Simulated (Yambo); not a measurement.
Al₃BC (space group P6_3/mmc, No. 194), G0W0@LDA (Yambo, plasmon pole, terminator in G, 6×6×1 mesh): gap Γ → M in eV by bands and screening block.

```json
[
 {"bands (W and G)": "45", "2 Ry": "[?]", "3 Ry": "0.66", "5 Ry": "0.79", "6 Ry": "0.81", "8 Ry": "0.83"},
 {"bands (W and G)": "76", "2 Ry": "[?]", "3 Ry": "0.62", "5 Ry": "0.79", "6 Ry": "0.82", "8 Ry": "0.84"},
 {"bands (W and G)": "115", "2 Ry": "[?]", "3 Ry": "0.58", "5 Ry": "0.77", "6 Ry": "0.81", "8 Ry": "0.83"},
 {"bands (W and G)": "166", "2 Ry": "0.55", "3 Ry": "0.58", "5 Ry": "0.77", "6 Ry": "0.82", "8 Ry": "0.84"},
 {"bands (W and G)": "216", "2 Ry": "0.55", "3 Ry": "0.58", "5 Ry": "0.78", "6 Ry": "0.83", "8 Ry": "0.86"}
]
```

Q: Estimate the withheld gaps from their neighbours; the computed values follow.

A: 
- 45, 2 Ry: 0.65
- 76, 2 Ry: 0.60
- 115, 2 Ry: 0.56

The largest settings aren't shown to be the converged limit.

Geometry of the Materials Project entry, not relaxed at this level; primitive cell a = b = 3.481 Å, c = 11.468 Å, α = β = 90.00°, γ = 120.00°.

The structure is a Materials Project entry; no match was found in the copy of COD used, and its stability was not checked.
